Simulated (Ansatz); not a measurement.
## AgAu$_{3}$: pressure against volume

AgAu$_{3}$, I4/mmm, a = 4.104 Å, c = 8.286 Å. The structure is a Materials Project entry; whether it is the stable form wasn't checked. Ansatz: r2SCAN, PAW, 500 eV, Γ-centred 14×14×14 mesh on 4 atoms, Gaussian smearing 0.10 eV; no spin polarisation. Shape and atoms are relaxed at each volume; pressure is positive in compression.

```tsv
V (Å³/atom)	P (GPa)
16.399	?
16.923	4.69
17.446	0.02
17.970	-3.76
18.493	-6.81
```

Question: Take V0 = 17.446 Å³/atom, count pressures from its P0 = 0.02 GPa, fit the third-order Birch–Murnaghan form to the other rows, and predict the missing pressure.

Answer: With the Eulerian strain f = ½[(V0/V)^(2/3) − 1] and y = (P − P0)/[3f(1 + 2f)^(5/2)], the form is the line y = B0 + 1.5 B0 (B0′ − 4) f. Rows (f, y): 0.01025, 144.4; -0.00977, 135.5; -0.01905, 131.7. Means f = -0.006190, y = 137.20; Σ(Δf)² = 0.0004485, ΣΔfΔy = 0.1952; the slope is their ratio. y = 139.9 + 435.2 f GPa, so B0 = 139.9 GPa and B0′ = 4 + 2 × (435.2)/(3 × 139.9) = 6.07. At V = 16.399, f = 0.02106, y = 149.07 and P = 10.46 GPa. The run gave 10.42 GPa, so the fit is 0.04 GPa too high, a small miss on the scale of the series. The form still works here, 33 % of the fitted range beyond its end.

Spin–orbit coupling is left out, which can shift energies with elements as heavy as these.